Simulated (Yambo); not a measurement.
Yambo run on N (space group P4_2/mnm, No. 136). The wavefunctions come from this Quantum ESPRESSO step (PBEsol, PseudoDojo standard norm-conserving files, scalar-relativistic):

```
&CONTROL
  calculation = 'nscf'
  pseudo_dir = './pseudo'
  outdir = './out'
/
&SYSTEM
  ibrav = 0
  nat = 4
  ntyp = 1
  ecutwfc = 84.0
  ecutrho = 336.0
  occupations = 'fixed'
  force_symmorphic = .true.
  nbnd = 159
/
&ELECTRONS
  conv_thr = 4e-09
  diago_full_acc = .true.
  diago_thr_init = 1e-08
/
ATOMIC_SPECIES
N 14.0070 N.upf
CELL_PARAMETERS angstrom
  4.084060000000   0.000000000000   0.000000000000
  0.000000000000   4.084060000000   0.000000000000
  0.000000000000   0.000000000000   5.345910000000
ATOMIC_POSITIONS crystal
N   0.904280000000   0.904280000000   0.000000000000
N   0.095720000000   0.095720000000   0.000000000000
N   0.595720000000   0.404280000000   0.500000000000
N   0.404280000000   0.595720000000   0.500000000000
K_POINTS automatic
4 4 2 0 0 0
```

Yambo input:

```
rim_cut
gw0
dyson
el_el_corr
HF_and_locXC
ppa
em1d
RandQpts= 1000000
RandGvec= 1 Ry
EXXRLvcs= 84 Ry
VXCRLvcs= 336 Ry
Chimod= "HARTREE"
% BndsRnXp
 1 | 158 |
%
NGsBlkXp= 8 Ry
% LongDrXp
 1.0 | 1.0 | 1.0 |
%
PPAPntXp= 27.2114 eV
% GbndRnge
 1 | 158 |
%
GTermKind= "BG"
DysSolver= "n"
ExtendOut
% QPkrange
 1 | 1 | 10 | 11 |
 2 | 2 | 10 | 11 |
 5 | 5 | 10 | 11 |
 6 | 6 | 10 | 11 |
 11 | 11 | 10 | 11 |
 12 | 12 | 10 | 11 |
%
```

k points by index: 1 = Γ, 2 = Z, 5 = X, 6 = R, 11 = M, 12 = A.

Table of the .qp output:

```
#    K-point    Band    Eo [eV]    E [eV]    E-Eo [eV]    Vxc [eV]    Vnlxc [eV]    Sc|Eo [eV]    Sc|E [eV]    dSc/dw|Eo [eV]    Re(Z)    Im(Z)
#
    1    10    -0.198753    -3.312860    -3.114106    -17.08455    -23.60659    2.813829    3.407932    -5.191149    0.839791    -0.001017
    1    11    6.851911    10.14186    3.289945    -13.73907    -7.988726    -1.967937    -2.460400    -4.073123    0.869803    -0.764053E-3
    2    10    -0.442014    -3.589384    -3.147371    -16.85501    -23.16589    2.573098    3.163505    -5.104335    0.842047    -0.001009
    2    11    7.263742    10.74058    3.476843    -14.47766    -8.388248    -2.071321    -2.612568    -4.235976    0.865299    -0.790828E-3
    5    10    -0.233924    -3.344927    -3.111003    -17.06962    -23.51975    2.748787    3.339132    -5.163440    0.840509    -0.001047
    5    11    7.882963    11.55415    3.671190    -15.39383    -8.881945    -2.238935    -2.840693    -4.460215    0.859172    -0.958534E-3
    6    10    -0.286954    -3.416784    -3.129831    -16.90934    -23.42134    2.789550    3.382167    -5.152144    0.840803    -0.001032
    6    11    7.522385    10.98555    3.463161    -14.53902    -8.424499    -2.111240    -2.651359    -4.243847    0.865082    -0.786149E-3
    11    10    -0.033448    -3.106699    -3.073251    -17.29511    -23.76134    2.806794    3.392983    -5.190081    0.839818    -0.998966E-3
    11    11    7.654414    11.24044    3.586025    -14.81100    -8.500053    -2.158794    -2.724919    -4.295780    0.863656    -0.780840E-3
    12    10    0.000000    -3.061943    -3.061943    -17.40182    -23.83577    2.787153    3.372013    -5.197445    0.839628    -0.988926E-3
    12    11    7.685718    11.27573    3.590017    -14.96282    -8.623960    -2.178167    -2.748840    -4.325474    0.862843    -0.777564E-3
```
(The two width columns are left out.) Convergence of these settings isn't established.

Geometry of the Materials Project entry, not relaxed at this level.

The structure is a Materials Project entry; no match was found in the copy of COD used, and its stability was not checked.

The distance between layers or molecules is the database entry's, not relaxed here. Functionals without dispersion can leave it too large, which widens gaps and weakens the response across layers: the numbers belong to this cell.
